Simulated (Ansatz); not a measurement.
Space group P6_3/mmc (No. 194). a = 5.839 Å, b = 5.839 Å, c = 4.700 Å, α = 90.00°, β = 90.00°, γ = 120.00°
| atom | site | symmetry | x | y | z |
| --- | --- | --- | --- | --- | --- |
| Ti | 6h | mm2 | 0.1642 | 0.3283 | 0.7500 |
| Sn | 2c | -6m2 | 0.6667 | 0.3333 | 0.7500 |

Equation of state of this Ti₃Sn structure (not necessarily the ground state), with shape and atoms relaxed at each volume where symmetry leaves them free. It has no gap at any of these volumes. The calculation used Ansatz, DFT PBEsol, scalar-relativistic, plane waves, PAW.

Cutoff 420 eV; k points 6×6×8 on the computed 8-atom cell (Γ-centred); Gaussian smearing, width 0.10 eV; no spin polarisation.

| V (Å³/atom) | E − E(largest V) (meV/atom) | P (GPa) |
| --- | --- | --- |
| 16.309 | 5.01 | 8.89 |
| 16.829 | -15.84 | 4.13 |
| 17.350 | -22.33 | 0.03 |
| 17.870 | -16.45 | -3.48 |
| 18.391 | 0.00 | -6.51 |

Fit a third-order Birch–Murnaghan equation to E(V).

V0 = 17.35 Å³/atom, B0 = 126 GPa, B0' = 4.1.

Cost: 5 runs of about 2.8 core-minutes in all, on Intel Xeon Platinum 8559C (Emerald Rapids) (shared hosts).